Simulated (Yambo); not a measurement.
Absorption of MoCl6 (space group P-31m, No. 162) with and without the electron-hole interaction (Yambo, LDA bands; 3×3×4 mesh, 18 valence and 6 conduction bands, static screening with 96 bands and a 3 Ry block, scissor 1.57 eV, Tamm-Dancoff; field along x). Axes are Cartesian, with cell vectors (Å) (6.17, 0.00, 0.00), (-3.09, 5.35, 0.00), (0.00, 0.00, 5.67).

```csv
E (eV),"Im ε, BSE","Im ε, independent quasiparticles"
0.90,0.13,0.14
1.00,0.14,0.15
1.10,0.16,0.16
1.21,0.18,0.17
1.31,0.20,0.19
1.41,0.23,0.21
1.51,0.27,0.23
1.61,0.33,0.26
1.71,0.40,0.29
1.81,0.52,0.33
1.91,0.70,0.38
2.01,1.03,0.44
2.11,1.66,0.52
2.21,2.56,0.63
2.31,3.06,0.78
2.41,3.73,1.00
2.51,3.87,1.34
2.61,4.08,1.93
2.71,4.42,2.96
2.81,4.94,4.29
2.91,6.23,6.10
3.01,7.39,8.60
3.11,7.27,10.8
3.21,6.20,14.0
3.31,5.06,15.0
3.42,3.94,11.3
3.52,3.10,8.90
3.62,2.42,8.23
3.72,1.92,8.29
3.82,1.55,7.77
3.92,1.32,7.11
4.02,1.15,6.49
4.12,1.03,5.81
4.22,1.05,5.06
4.32,1.22,3.96
4.42,1.36,2.85
4.52,1.13,2.09
4.62,0.86,1.61
4.72,0.76,1.31
4.82,0.73,1.22
4.92,0.69,1.19
5.02,0.64,1.23
5.12,0.62,1.40
5.22,0.68,1.56
5.32,0.85,1.44
5.42,1.19,1.27
5.52,1.74,1.16
5.63,2.11,1.13
5.73,2.00,1.08
5.83,1.83,1.03
5.93,1.80,1.13
6.03,1.83,1.41
6.13,1.80,1.61
6.23,1.88,1.89
6.33,1.68,2.42
6.43,1.57,2.92
6.53,1.39,3.23
6.63,1.37,3.09
6.73,1.38,3.00
6.83,1.46,3.07
6.93,1.33,3.22
7.03,1.16,3.19
7.13,1.02,3.11
7.23,0.96,2.96
7.33,0.96,2.54
7.43,1.14,2.13
7.53,1.56,1.82
7.63,2.25,1.53
7.73,3.04,1.52
7.84,3.25,1.95
```

The scissor comes from a G0W0 run whose convergence isn't established. Broadening 0.15 eV. The band window holds all transitions up to 10.1 eV. Fine structure above the onset can come from the mesh.

Spin-orbit splittings are left out.

Geometry of the Materials Project entry, not relaxed at this level; primitive cell a = b = 6.1735 Å, c = 5.6659 Å, α = β = 90.00°, γ = 120.00°.

The structure is a Materials Project entry; no match was found in the copy of COD used, and its stability was not checked.
